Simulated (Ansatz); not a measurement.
# La₃GePd₃: settings compared (Ansatz)

The command:

```bash
ansatz run input.yaml --threads 1 --pin off --max-ram 2560MiB --backend cpu --events-out ev --progress --plain --runs-dir out
```

Input:

```yaml
crystal:
  lattice:
    - [5.601383, 0.0, 0.0]
    - [0.0, 5.601383, 0.0]
    - [0.0, 0.0, 5.601383]
  atoms:
    - { symbol: La, position: [0.5, 0.5, 0.0] }
    - { symbol: La, position: [0.0, 0.5, 0.5] }
    - { symbol: La, position: [0.5, 0.0, 0.5] }
    - { symbol: Pd, position: [0.5, 0.0, 0.0] }
    - { symbol: Pd, position: [0.0, 0.5, 0.0] }
    - { symbol: Pd, position: [0.0, 0.0, 0.5] }
    - { symbol: Ge, position: [0.5, 0.5, 0.5] }
  symmetry: { tolerance: 0.0003 }
kpoints:
  mp_grid: { grid: [3, 3, 3], shift: [0, 0, 0] }
magnetization:
  spin_polarized: false
scf:
  occupations: { method: gaussian, width: 0.0294 }
hamiltonian:
  pseudopotentials: { kind: paw }
  xc: pbe
basis:
  ecutwfc: 420
output:
  forces: true
  stress: true
  eigenvalues: true
```

Origin of the cell: a known structure type with other elements, at an estimated volume, so it need not be a known compound.

Output of this run (shortened):

```
Pseudopotentials: kind: paw
Pseudopotential: La, paw, valence charge 11, recommended cutoff 420 eV (normal), La.paw.azcp
Pseudopotential: Pd, paw, valence charge 18, recommended cutoff 420 eV (normal), Pd.paw.azcp
Pseudopotential: Ge, paw, valence charge 14, recommended cutoff 420 eV (normal), Ge.paw.azcp
Functional definition: PBE
  exchange = pbe_x(kappa = kappa, mu = beta*pi^2/3)
  correlation = pbe_c(beta = beta)
Crystal: 7 atoms, lattice volume = 175.746 Å³
Basis set: ecut = 420 eV, 3407 PW (Γ), exchange–correlation on 80×80×80 points (8 copies of the dense FFT grid, shifted against one another)
Bands: 61, of which v1, the nominal top of the filled ones, is band 51 counted from 1 (50 counted from 0)
Symmetry: 48 space group operations
Space group: Pm-3m (ITA 221), of the structure as read, at distance tolerance 1.7e-3 Å
[… 7 lines left out …]
Initial density: superposition of atomic densities (neutral atoms: chi_scale 0, normalization atom), corrected by the library's trained network
Functional: x = pbe(κ = 0.804, μ = 0.219515), c = pbe(β = 0.066725)
SCF iter   1: F=—  HF=-43963.913528 eV  Δρ=1.38e-2  dr2=1.46e0  defer=1
SCF iter   2: F=—  HF=-43963.877222 eV  Δρ=1.99e-2  dr2=1.17e0  defer=23
SCF iter   3: F=—  HF=-43963.744398 eV  Δρ=5.92e-3  dr2=6.97e-2  defer=23
SCF iter   4: F=—  HF=-43963.733198 eV  Δρ=2.27e-3  dr2=1.43e-2  defer=14
SCF iter   5: F=—  HF=-43963.734044 eV  Δρ=1.39e-3  dr2=1.17e-2  defer=14
[… 2 lines left out …]
SCF iter   8: F=—  HF=-43963.731921 eV  Δρ=9.44e-5  dr2=5.82e-5  defer=14
SCF iter   9: F=—  HF=-43963.732022 eV  Δρ=3.24e-5  dr2=5.73e-6  defer=14
SCF iter  10: F=—  HF=-43963.732022 eV  Δρ=1.21e-5  dr2=6.37e-7  defer=14
SCF iter  11: F=—  HF=-43963.732022 eV  Δρ=4.82e-6  dr2=1.55e-7  defer=14
SCF iter  12: F=-43963.732022 eV  HF=-43963.732022 eV  Δρ=1.29e-6  dr2=5.66e-9
SCF 1 converged in 12 iterations: F = -43963.732022 eV  dr2 = 5.66e-9
SCF converged after 12 iterations
Free energy (F): -43963.732022 eV
Harris-Foulkes:  -43963.732022 eV  (|F-HF|=3.89e-9)
Internal energy: -43963.727093 eV  (E = F + TS)
E sigma→0 (E₀):  -43963.729558 eV
Entropy (-TS):   -0.004929 eV (-0.704 meV/atom)
Fermi energy:    12.562765 eV
--- Per-component energies (eV) ---
  E_band       = -974.094201
  E_kinetic    = 2263.510119
  E_local      = -11468.969142  (includes V_loc(G=0)·N_el)
  E_nonlocal   = 1356.484001
  E_hartree    = 4763.354963
  E_xc         = -1008.677317
  E_vxc        = -1153.851490  (∫ρ·V_xc dr)
  E_paw        = -29523.161223  (= ΣΔE_a)
  E_vpaw       = -1497.974559  (= ΣTr[D̂ρ^β])
  E_aug_tail   = 0.001017  (compensation charges beyond the density's cutoff)
  E_ewald      = -10346.269512
  E_smearing   = -0.004929  (= −TS)
  Σ components = -43963.732022   (vs F -43963.732022, Δ=0.00e0)
--- Forces (eV/Å), atoms counted from 1 ---
  atom   1  La     0.000000     0.000000     0.000000
  atom   2  La     0.000000     0.000000     0.000000
  atom   3  La     0.000000    -0.000000    -0.000000
  atom   4  Pd     0.000000    -0.000000     0.000000
  atom   5  Pd     0.000000     0.000000    -0.000000
  atom   6  Pd     0.000000     0.000000     0.000000
  atom   7  Ge    -0.000000     0.000000     0.000000
  max |Σ_I F_I| component: 0.0 eV/Å
--- Stress (GPa, compression-positive) ---
       12.762297       0.000000       0.000000
        0.000000      12.762297       0.000000
       -0.000000       0.000000      12.762297
  P = ⅓ Tr σ = 12.7623 GPa (127.623 kbar)
```

The same input was run again with these changes:

1. `scf.lower_state_search` default → light
2. `hamiltonian.dispersion` default → d4; `scf.lower_state_search` default → "off"
3. `scf.occupations.width` 0.0294 → default; `scf.occupations.method` gaussian → tetrahedron; `hamiltonian.dispersion` default → d4
4. `scf.occupations.method` gaussian → cold; `scf.occupations.width` 0.0294 → 0.05; `hamiltonian.hubbard` default → { sites: [{ species: La, l: f, u_eff: 4.0 }], double_counting: fll }

```csv
run,end,SCF iterations,P (GPa),max force component (eV/Å),moment (μB),ΔE(σ→0) (meV/atom)
base,converged,12,12.76,0.000,–,0
1,converged,12,12.76,0.000,–,0.00
2,converged,12,10.24,0.000,–,–
3,converged,15,10.83,0.000,–,–
4,converged,14,14.25,0.000,–,–
```

Energies are compared only where functional, datasets, charge and starting cell are the same.

Caveats of the base run: no moments, though an odd count or open d shells may carry them; no spin-orbit coupling, though heavy elements are present; the k mesh is coarse if the cell is a metal.

Run 3: forces and stress under tetrahedra may miss the slope of the energy.

The base run ran for 5.6 s on 1 thread of Arm Neoverse V1, with other jobs on the host, peak memory 0.44 GiB, from the program's own first density.
